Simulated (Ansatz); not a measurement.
## CaAg$_{2}$Ge$_{2}$: strain energy, fitted

CaAg$_{2}$Ge$_{2}$, I4/mmm, a = 4.292 Å, c = 10.767 Å. The structure is a COD entry; whether it is the stable form wasn't checked. Ansatz: PBEsol, PAW, 420 eV, Γ-centred 8×8×4 mesh on 10 atoms, Gaussian smearing 0.10 eV; no spin polarisation. Series: strain along c alone, the other axes held, atoms relaxed; x is the strain in per cent. y is the free energy over the unstrained cell, V0 = 19.836 Å³/atom.

```tsv
x (%)	y (meV/atom)
-4.5	?
-3.0	7.27
-1.5	1.61
0.0	0.00
1.5	2.18
3.0	7.81
4.5	16.46
```

Fit y = c2 x² + c3 x³ to the other rows, turn c2 into a modulus, and predict the missing energy.

Least squares on the rows shown. y = 0.81807 x² + 0.00070018 x³. In eV per unit strain² c2 is 8.181; this is C33 with relaxed ions (E = ½ C33 V0 ε²): 2 × 8.181 × 160.2 / (19.836) = 132 GPa. The unstrained cell keeps some stress along the strain, worth a slope of 0.29 meV/atom per %, which the form leaves out. With a term in x⁴ added, the coefficient of x² becomes 0.8892, 9 % more, which shows how far this figure hangs on the form. At x = -4.5 the fit asked for gives 16.50 meV/atom. The run gave 17.00 meV/atom, so the fit is 0.50 meV/atom too low, within twice the rms miss on the fitted rows (0.28 meV/atom).